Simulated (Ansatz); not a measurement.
## GdSi3 (AuCu3-type structure)

The computed numbers are results of PBE, scalar-relativistic (collinear spin) in the plane-wave PAW code Ansatz at 420 eV, 8×8×4 k-mesh, Gaussian smearing of 0.05 eV; PAW files: Ansatz's generated set soft_2.

```yaml
crystal:
  lattice:
    - [4.13976, 0.00000, 0.00000]
    - [0.00000, 4.13976, 0.00000]
    - [0.00000, 0.00000, 8.27952]
  atoms:
    - { symbol: Gd, position: [0.00000, 0.00000, 0.00000] }
    - { symbol: Si, position: [0.00000, 0.50000, 0.25000] }
    - { symbol: Si, position: [0.50000, 0.50000, 0.00000] }
    - { symbol: Si, position: [0.50000, 0.00000, 0.25000] }
    - { symbol: Gd, position: [0.00000, 0.00000, 0.50000] }
    - { symbol: Si, position: [0.00000, 0.50000, 0.75000] }
    - { symbol: Si, position: [0.50000, 0.50000, 0.50000] }
    - { symbol: Si, position: [0.50000, 0.00000, 0.75000] }
```

The structure was built from a prototype; whether the compound forms in it isn't claimed.

Magnetic state: antiferromagnetic, site spin moments Gd 6.85, -6.85 μB.

Path: Γ–X–M–Γ–R–X | R–M, with Γ = (0.000, 0.000, 0.000), X = (0.000, 0.500, 0.000), M = (0.500, 0.500, 0.000), R = (0.500, 0.500, 1.000) in reciprocal vectors of the calculation's cell.

The run's cell is 2 times the crystal's primitive cell, to hold the magnetic order, so the bands are folded: in its zone M = R, which the primitive cell's zone keeps apart.

Problem. Is it a metal or an insulator, and if it has a gap, where are the band edges on this path?

Solution. A metal: bands cross the Fermi level.

Bands as a text map, energy in eV from the Fermi level (dashes), each leg drawn with the same width, + spin up, o spin down, # both:
```
  3.71 |  ####     ##   # ###  ####   ####           
  3.43 |##### #####  # ##  #### ## # # #####    #    
  3.14 |###   #####   #  ## ####### #   # ###########
  2.86 |#  # #    ######################### ###   ###
  2.57 | ## ##  ## ##    ###  ### #   ## ##    ###   
  2.29 |####   # ##    ########   ## # ##  #  ## ##  
  2.00 |  #########  ### # ##  # # ### ## ####     ##
  1.71 | ###### ## ### ###### ##   # ### #    #   #  
  1.43 |#############################################
  1.14 |### #########################################
  0.86 |## ###### ###   #  ####  ### #######  #####  
  0.57 | ## # ## # # ###### #  #   ##### #####     ##
  0.29 |# #    ##    #   ###### ##   #  ####         
  0.00 |---#-##-----#------#---##-##---------#-----#-
 -0.29 |#  #####   #   #    ### #         ##         
 -0.57 | #    #####  ##   #         #      ##       #
 -0.86 |  ## #   #  #  #  ##   # #                   
 -1.14 |   ##     ##      ### ##  ##    ###  #     # 
 -1.43 |   ##     #     ##           #    #          
 -1.71 |    ##  #  ##   #  #   # #    ####           
 -2.00 |  ## ### #   ###  #    #   ##      ###     ##
 -2.29 |      # #    # # # ## # # #  # # ##   #   #  
 -2.57 |  #  ##  #  #   #   # # ## # ##  ##    # #   
 -2.86 |##  #  ## ##    ### #### #    #   ##    #    
 -3.14 |#####    ####  # #####    #  #####    ## ##  
 -3.43 |## # ######  #####  ###   ######  ####  #  ##
 -3.71 |#############################################
 -4.00 |#############################################
        Γ      X      M      Γ      R      XR       M
```

Without a U the 4f levels of Gd lie too near the Fermi level, so their share of the states there, and what hangs on it, is overstated. Scalar-relativistic only: spin–orbit splittings of the heavy atoms' levels are missing. The run wasn't fully tested for a lower electronic state. Site moments are of spin, integrated over atomic spheres.
